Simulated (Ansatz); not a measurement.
Starting cell, KF (rock salt):

```xyz
4
Lattice="0.0000 5.4208 5.4208 2.7104 0.0000 2.7104 2.7104 2.7104 0.0000" Properties=species:S:1:pos:R:3 pbc="T T T"
F      0.0000     0.0000     0.0000
F      2.7104     5.4208     2.7104
K      2.7104     2.7104     2.7104
K      2.7104     5.4208     5.4208
```

A phonon eigenvector at L = (0.5, 0.0, 0.0) is frozen into this cell: atom i moves by Q times the vector below, so Q is the largest atomic displacement, in Å. The cell is held. (q is in reciprocal vectors of the primitive cell; the cell shown is doubled to hold the pattern.)

```tsv
atom	x	y	z
K3	0.577	-0.577	-0.577
K4	-0.577	0.577	0.577
```

Atoms not listed stay in place.

Computed with PBE (plane waves to 420 eV, PAW, scalar-relativistic; Ansatz, a quantum-chemistry and plane-wave program). k mesh 11×11×11 (Γ-centred), Fermi-Dirac smearing 0.05 eV. KF was relaxed with its symmetry unable to fall.

At one point of the scan the forces (eV/Å) are:

```json
[
 {"atom": "F1", "Fx": "0.000", "Fy": "0.000", "Fz": "0.000"},
 {"atom": "F2", "Fx": "0.000", "Fy": "0.000", "Fz": "0.000"},
 {"atom": "K3", "Fx": "0.289", "Fy": "-0.289", "Fz": "-0.289"},
 {"atom": "K4", "Fx": "-0.289", "Fy": "0.289", "Fz": "0.289"}
]
```

Which point is it?
A. Q = -0.067 Å
B. Q = -0.100 Å
C. Q = -0.033 Å

B, Q = -0.100 Å

(A displaced cell: forces are minus the slopes of the energy, force constants its curvatures, and phonons follow from these.)
